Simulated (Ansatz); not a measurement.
Ta2C:
```xyz
6
Lattice="3.4850 0.0000 0.0000 0.0000 3.4850 0.0000 0.0000 0.0000 6.4669" Properties=species:S:1:pos:R:3 pbc="T T T"
Ta     0.0000     0.0000     0.0000
Ta     1.7425     1.7425     0.0000
Ta     1.7425     0.0000     2.3762
Ta     0.0000     1.7425     4.0907
C      1.7425     0.0000     4.6888
C      0.0000     1.7425     1.7781
```

Relaxed with PBEsol. Special points in fractions of this cell's reciprocal vectors: Γ (0.000, 0.000, 0.000); X (0.000, 0.500, 0.000); M (0.500, 0.500, 0.000); Z (0.000, 0.000, 0.500); R (0.000, 0.500, 0.500); A (0.500, 0.500, 0.500).

### Question
List the band energies nearest the Fermi level at these points for DFT-PBEsol in the program Ansatz with PAW potentials.

### Answer
In eV from the Fermi level; about four levels below and three above (degenerate sets whole), none deeper than 8.9 eV; points with the same levels are listed once.

```csv
k,below,above
Γ,-2.04 -2.04 -0.58 -0.58 -0.52,0.10 0.21 1.15
X,-1.64 -1.64 -0.23 -0.23,1.28 1.28 1.54 1.54
M,-2.21 -2.21 -1.16 -1.16,2.10 2.10 2.10 2.10
Z,-2.69 -1.74 -0.78 -0.78,0.07 1.20 1.46
R,-1.11 -1.11 -0.28 -0.28,1.11 1.11 1.23 1.23
A,-2.66 -2.66 -2.33 -2.33,2.02 2.02 2.49 2.49
```

Space group P4/nmm. A made-up cell: these elements were put on the sites of a structure type; neither database checked (COD, Materials Project) lists it. COD files the formula under space group No. 164. Its standing as an ambient phase is unchecked. The PBEsol relaxation kept the symmetry of its start; whether a distortion lowers the energy is not shown. No spin polarisation was allowed. Scalar-relativistic: spin–orbit coupling is off unless named, which matters more the heavier the elements.

Potentials: the earlier of the program's two PAW sets. The files were generated under PBE; for other functionals the program regenerates the frozen cores, and for LDA and PBEsol the local potential too.
